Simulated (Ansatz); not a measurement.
Ca₂Nb₂O₆F: field gradients at two levels of theory

Cell: a structure deposited in the COD, ions relaxed with PBE at fixed cell.

```cif
data_Ca2Nb2O6F
_symmetry_space_group_name_H-M 'Fd-3m:1'
_symmetry_Int_Tables_number 227
_cell_length_a 10.3947
_cell_length_b 10.3947
_cell_length_c 10.3947
_cell_angle_alpha 90.000
_cell_angle_beta 90.000
_cell_angle_gamma 90.000
loop_
_atom_site_label
_atom_site_type_symbol
_atom_site_symmetry_multiplicity
_atom_site_Wyckoff_symbol
_atom_site_fract_x
_atom_site_fract_y
_atom_site_fract_z
Ca Ca 16 d 0.1250 0.1250 0.6250
Nb Nb 16 c 0.6250 0.6250 0.1250
O O 48 f 0.2936 0.5000 0.0000
F F 8 b 0.0000 0.0000 0.5000
```

One atom of each set is listed; the run and its k-mesh use a cell of 22 atoms with edges of 7.35, 7.35, 7.35 Å.

First run. Computed with Ansatz: DFT, PBE, plane waves and PAW, scalar-relativistic, 420 eV cutoff, Γ-centred 6×6×6 k-points, Fermi–Dirac smearing 0.05 eV.

| site | V_zz (10²¹ V/m²) | η |
| --- | --- | --- |
| Ca | -0.87 | 0.00 |
| Nb | 8.90 | 0.00 |
| O | -0.56 | 0.37 |

Second run. The same atoms and settings, except that the functional is r2SCAN and the cutoff is 500 eV.

Problem. What does the second run give?

Solution. 

| site | V_zz | η | change of V_zz |
| --- | --- | --- | --- |
| Ca | -0.92 | 0.00 | -0.05 |
| Nb | 8.18 | 0.00 | -0.72 |
| O | -0.61 | 0.07 | -0.05 |

The largest change of V_zz is on Nb, from 8.90 to 8.18. In per cent, |V_zz| changes by -8 on Nb (all sites that start above 2). Where |V_zz| stays above 0.1, η moves most on O, from 0.37 to 0.07. Sites without a gradient aren't listed.

The run finds no gap above 0.1 eV (a metal, or nearly one), so the gradients can move by 10 % or more with the k-mesh. Without spin–orbit coupling (the program notes it for Nb) the gradients can shift somewhat, as the gap is small. Semilocal functionals can leave a metal where correlation in the d or f shell opens a gap in the real compound, and that would change the values at and beside Nb.
